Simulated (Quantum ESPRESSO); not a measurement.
# W4In4: input and log of a self-consistent run

Simulated, not a measurement. The program is pw.x of Quantum ESPRESSO 7.5 (plane-wave density functional theory). The cell is made up: eight metal atoms on a face-centred cubic lattice, with elements, volume, strain and displacements drawn at random and not relaxed, so it may be unstable or far from any real phase. PseudoDojo standard norm-conserving files set the functional (PBE unless stated); there is no spin polarisation or spin-orbit coupling, the Fermi-Dirac width of 0.25 eV means electrons at about 2900 K, and the masses in the input are unused placeholders. Heavy elements are run without spin-orbit coupling, which real alloys of them have. A spin test at this wide smearing found no moment, but such smearing suppresses magnetism that the real alloy may have.

Input:

```
&control calculation='scf', pseudo_dir='./dojo.nc.sr.pbe.v0_5.standard.upf', outdir='./o', disk_io='minimal', tprnfor=.true., tstress=.true. /
&system ibrav=0, nat=8, ntyp=2, nbnd=67, ecutwfc=74.01313486, nosym=.true., tot_charge=0,
 occupations='smearing', smearing='fd', degauss=0.0183746611
/
&electrons conv_thr=1.470e-08, electron_maxstep=70, mixing_beta=0.5 /
ATOMIC_SPECIES
In 1.0 In.upf
W 1.0 W.upf
CELL_PARAMETERS angstrom
0.0 -2.0983 -2.0983
-4.1967 2.0983 -2.0983
6.2951 6.2951 -4.1967
ATOMIC_POSITIONS angstrom
W 0.1551 0.0066 0.1639
W 0.1073 2.1948 -2.1774
W -0.0812 4.2299 -4.0765
In 4.2593 4.1717 -4.1891
In -2.1485 -0.1899 -2.1988
W -2.2985 1.9629 -4.1158
In 2.1563 2.1644 -4.2229
In 2.128 4.3009 -6.2032
K_POINTS automatic
8 5 3 1 1 1
```

The log is shortened where brackets say so; the opening notice, blank lines, dates and the lines on written files are dropped, and the path of the files is cut. It prints rydbergs, bohrs and kilobars, and counts compression as positive stress. Its total energy is the free energy E - TS of the whole cell.

```
     Program PWSCF v.7.5
     Parallel version (MPI & OpenMP), running on       4 processor cores
     Number of MPI processes:                 4
     Threads/MPI process:                     1
     [start-up lines left out]
     bravais-lattice index     =            0
     lattice parameter (alat)  =       5.6077  a.u.
     unit-cell volume          =     997.5593 (a.u.)^3
     number of atoms/cell      =            8
     number of atomic types    =            2
     number of electrons       =       108.00
     number of Kohn-Sham states=           67
     kinetic-energy cutoff     =      74.0131  Ry
     charge density cutoff     =     296.0525  Ry
     scf convergence threshold =      1.5E-08
     mixing beta               =       0.5000
     number of iterations used =            8  plain     mixing
     Exchange-correlation= PBE
                           (   1   4   3   4   0   0   0)
     [axes and pseudopotential details left out]
   Cartesian axes
     site n.     atom                  positions (alat units)
         1        W      tau(   1) = (   0.0522672   0.0022241   0.0552327  )
         2        W      tau(   2) = (   0.0361591   0.7396263  -0.7337627  )
         3        W      tau(   3) = (  -0.0273636   1.4254353  -1.3737410  )
         4        In     tau(   4) = (   1.4353429   1.4058225  -1.4116861  )
         5        In     tau(   5) = (  -0.7240237  -0.0639945  -0.7409743  )
         6        W      tau(   6) = (  -0.7745722   0.6614783  -1.3869847  )
         7        In     tau(   7) = (   0.7266522   0.7293818  -1.4230764  )
         8        In     tau(   8) = (   0.7171154   1.4493617  -2.0904183  )
     number of k points=    60  Fermi-Dirac smearing, width (Ry)=  0.0184
                       cart. coord. in units 2pi/alat
        k(    1) = (  -0.0092077   0.0173086  -0.1056969), wk =   0.0333333
        k(    2) = (  -0.1270536  -0.1005401   0.0121517), wk =   0.0333333
     [further k points left out]
     Dense  grid:    85871 G-vectors     FFT dimensions: (  32,  54, 108)
     Estimated max dynamical RAM per process >     310.84 MB
     Estimated total dynamical RAM >       1.15 GB
     Initial potential from superposition of free atoms
     starting charge     107.9824, renormalised to     108.0000
     Starting wfcs are   76 randomized atomic wfcs
     total cpu time spent up to now is        4.9 secs
     per-process dynamical memory:   255.7 Mb
     Self-consistent Calculation
     iteration #  1     ecut=    74.01 Ry     beta= 0.50
     Davidson diagonalization with overlap
     ethr =  1.00E-02,  avg # of iterations =  3.0
     Threshold (ethr) on eigenvalues was too large:
     Diagonalizing with lowered threshold
     Davidson diagonalization with overlap
     ethr =  6.67E-04,  avg # of iterations =  2.6
     total cpu time spent up to now is       25.4 secs
     total energy              =   -1137.63012439 Ry
     estimated scf accuracy    <       0.75656907 Ry
     iteration #  2     ecut=    74.01 Ry     beta= 0.50
     Davidson diagonalization with overlap
     ethr =  7.01E-04,  avg # of iterations =  8.0
     total cpu time spent up to now is       40.5 secs
     total energy              =   -1136.56703520 Ry
     estimated scf accuracy    <      21.45889721 Ry
     iteration #  3     ecut=    74.01 Ry     beta= 0.50
     Davidson diagonalization with overlap
     ethr =  7.01E-04,  avg # of iterations =  6.8
     total cpu time spent up to now is       54.1 secs
     total energy              =   -1137.79799742 Ry
     estimated scf accuracy    <       2.54058732 Ry
     iteration #  4     ecut=    74.01 Ry     beta= 0.50
     Davidson diagonalization with overlap
     ethr =  7.01E-04,  avg # of iterations =  2.1
     total cpu time spent up to now is       63.9 secs
     total energy              =   -1137.94508993 Ry
     estimated scf accuracy    <       0.37354275 Ry
     iteration #  5     ecut=    74.01 Ry     beta= 0.50
     Davidson diagonalization with overlap
     ethr =  3.46E-04,  avg # of iterations =  2.0
     total cpu time spent up to now is       73.3 secs
     total energy              =   -1137.95008403 Ry
     estimated scf accuracy    <       0.66921502 Ry
     [iterations 6 to 12 left out]
     iteration # 13     ecut=    74.01 Ry     beta= 0.50
     Davidson diagonalization with overlap
     ethr =  9.93E-11,  avg # of iterations =  3.5
     total cpu time spent up to now is      163.1 secs
     total energy              =   -1137.99872081 Ry
     estimated scf accuracy    <       0.00000006 Ry
     iteration # 14     ecut=    74.01 Ry     beta= 0.50
     Davidson diagonalization with overlap
     ethr =  5.69E-11,  avg # of iterations =  2.5
     total cpu time spent up to now is      173.1 secs
     total energy              =   -1137.99872080 Ry
     estimated scf accuracy    <       0.00000053 Ry
     iteration # 15     ecut=    74.01 Ry     beta= 0.50
     Davidson diagonalization with overlap
     ethr =  5.69E-11,  avg # of iterations =  2.0
     total cpu time spent up to now is      182.7 secs
     total energy              =   -1137.99872082 Ry
     estimated scf accuracy    <       0.00000004 Ry
     iteration # 16     ecut=    74.01 Ry     beta= 0.50
     Davidson diagonalization with overlap
     ethr =  3.91E-11,  avg # of iterations =  1.1
     total cpu time spent up to now is      191.2 secs
     total energy              =   -1137.99872082 Ry
     estimated scf accuracy    <       0.00000002 Ry
     iteration # 17     ecut=    74.01 Ry     beta= 0.50
     Davidson diagonalization with overlap
     ethr =  1.87E-11,  avg # of iterations =  1.0
     total cpu time spent up to now is      199.6 secs
     End of self-consistent calculation
     [lines on levels left out]
!    total energy              =   -1137.99872082 Ry
     estimated scf accuracy    <          2.6E-09 Ry
     smearing contrib. (-TS)   =      -0.09709230 Ry
     internal energy E=F+TS    =   -1137.90162852 Ry
     The total energy is F=E-TS. E is the sum of the following terms:
     one-electron contribution =    -170.53596281 Ry
     hartree contribution      =     165.12296534 Ry
     xc contribution           =    -293.08650530 Ry
     ewald contribution        =    -839.40212576 Ry
     convergence has been achieved in  17 iterations
     Forces acting on atoms (cartesian axes, Ry/au):
     atom    1 type  2   force =    -0.04015310    0.04627311   -0.08732293
     atom    2 type  2   force =    -0.04100632   -0.00582246    0.00242594
     atom    3 type  2   force =    -0.01500883   -0.04518730    0.04265633
     atom    4 type  1   force =     0.03036200    0.01388225    0.00552138
     atom    5 type  1   force =     0.13113290    0.04380017    0.01524318
     atom    6 type  2   force =     0.02845699    0.02954850   -0.03623869
     atom    7 type  1   force =    -0.02774349   -0.03539048    0.03892540
     atom    8 type  1   force =    -0.06604016   -0.04710380    0.01878938
     Total force =     0.226153     Total SCF correction =     0.000143
     Computing stress (Cartesian axis) and pressure
          total   stress  (Ry/bohr**3)                   (kbar)     P=       60.60
   0.00041235   0.00008902  -0.00003038           60.66       13.10       -4.47
   0.00008902   0.00035148   0.00001111           13.10       51.70        1.63
  -0.00003038   0.00001111   0.00047209           -4.47        1.63       69.45
     init_run     :      4.58s CPU      4.74s WALL (       1 calls)
     electrons    :    194.09s CPU    194.67s WALL (       1 calls)
     forces       :      1.92s CPU      1.93s WALL (       1 calls)
     stress       :      6.64s CPU      6.77s WALL (       1 calls)
     [timing details left out]
     PWSCF        :   3m27.46s CPU   3m28.36s WALL
     JOB DONE.
```

In other units: free energy -15483.261 eV for the cell, pressure 6.06 GPa, largest force component 3.372 eV/Å in size. The run took 210 s of wall time with four MPI processes on a shared machine (AMD EPYC, Zen 5, virtual cores), so the time is rough. A rerun of this cell at a higher cutoff and on a denser mesh moved values by no more than 0.005 eV in energy, 0.06 GPa in stress and 0.008 eV/Å in force, and a second program with other atomic files agreed on that cell to 2 % rms in force and 0.5 GPa in pressure.